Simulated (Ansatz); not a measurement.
# LaGe₂ + LaRu₂ → 2 LaGeRu

All three solids are relaxed on PAW files, and every method takes those cells: LaGeRu in P4/nmm, a = 4.29 Å, b = 4.29 Å, c = 6.98 Å, α = 90.00°, β = 90.00°, γ = 90.00°, 8×8×5 k mesh, smearing 0.05 eV; LaGe₂ in I4_1/amd, a = 4.25 Å, b = 4.25 Å, c = 15.48 Å, α = 90.00°, β = 90.00°, γ = 90.00°, 11×11×11 k mesh, smearing 0.05 eV; LaRu₂ in Fd-3m, a = 7.60 Å, b = 7.60 Å, c = 7.60 Å, α = 90.00°, β = 90.00°, γ = 90.00°, 7×7×7 k mesh, smearing 0.05 eV.

The product's cell, then the reactants':

```yaml
crystal:
  lattice:
    - [4.28766, 0.00000, 0.00000]
    - [0.00000, 4.28766, 0.00000]
    - [0.00000, 0.00000, 6.98052]
  atoms:
    - { symbol: La, position: [0.00000, 0.50000, 0.31179] }
    - { symbol: La, position: [0.50000, 0.00000, 0.68821] }
    - { symbol: Ge, position: [0.00000, 0.50000, 0.81529] }
    - { symbol: Ge, position: [0.50000, 0.00000, 0.18471] }
    - { symbol: Ru, position: [0.00000, 0.00000, 0.00000] }
    - { symbol: Ru, position: [0.50000, 0.50000, 0.00000] }
```

```yaml
crystal:
  lattice:
    - [-2.12425, 2.12425, 7.73752]
    - [2.12425, -2.12425, 7.73752]
    - [2.12425, 2.12425, -7.73752]
  atoms:
    - { symbol: La, position: [0.25000, 0.75000, 0.50000] }
    - { symbol: La, position: [0.50000, 0.50000, 0.00000] }
    - { symbol: Ge, position: [0.66817, 0.16817, 0.50000] }
    - { symbol: Ge, position: [0.08183, 0.08183, 0.00000] }
    - { symbol: Ge, position: [0.83183, 0.33183, 0.50000] }
    - { symbol: Ge, position: [0.91817, 0.91817, 0.00000] }
```

```
La Ru
1.0
     0.00000    3.80075    3.80075
     3.80075    0.00000    3.80075
     3.80075    3.80075    0.00000
La Ru
2 4
Cartesian
  0.0000 0.0000 0.0000
  1.9004 1.9004 1.9004
  4.7509 4.7509 4.7509
  4.7509 2.8506 2.8506
  2.8506 2.8506 4.7509
  2.8506 4.7509 2.8506
```

All numbers are PBEsol results (scalar-relativistic) from Ansatz 0.2.0, with no spin polarisation. Methods: LAPW: all electrons, basis error target 0.5 meV/atom; PAW: frozen-core files, cutoff 420 eV.

Energies are at zero smearing and zero temperature. The structures come from databases; a reactant may be hypothetical or may itself decompose, and needn't be the lowest polymorph.

Spin–orbit coupling is left out, which matters for the heavy atoms. The PAW files were made under PBE.

Problem. What is the reaction energy per atom of the product, by each method?

Solution. LAPW -295.7 meV/atom; PAW -296.0 meV/atom. The product is favoured against these reactants.

Problem. How does the volume change, and what would pressure do?

Solution. It changes by +2.9 %, so pressure favours the reactants.
